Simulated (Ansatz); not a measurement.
ReC (rock salt, Fm-3m) under volume change, DFT-PBE in the program Ansatz with PAW potentials, scaled uniformly.

```tsv
V (Å³/atom)	E − E(relaxed) (meV/atom)	P (GPa)
9.341	114.1	43.05
9.649	47.8	26.32
9.957	11.3	12.09
10.265	0.0	0.00
10.573	10.1	-10.22
10.881	38.3	-18.88
11.189	81.8	-26.23
```

Task: What does a third-order Birch–Murnaghan fit give for V₀, B₀ and B′?

Result: V₀ = 10.27 Å³/atom, B₀ = 369 GPa, B′ = 4.5.

The start of the workflow was typed in or built on a structure type; neither database checked (COD, Materials Project) lists it. Its standing as an ambient phase is unchecked. The cell was relaxed with PBE under the symmetry of its start; its stability against distortions is not shown here. The run is not spin-polarised. Its formation energy is positive at this level, so the cell may be metastable or incomplete. Spin–orbit coupling is left out wherever it is not named.

Potentials: the later of the program's two PAW sets.
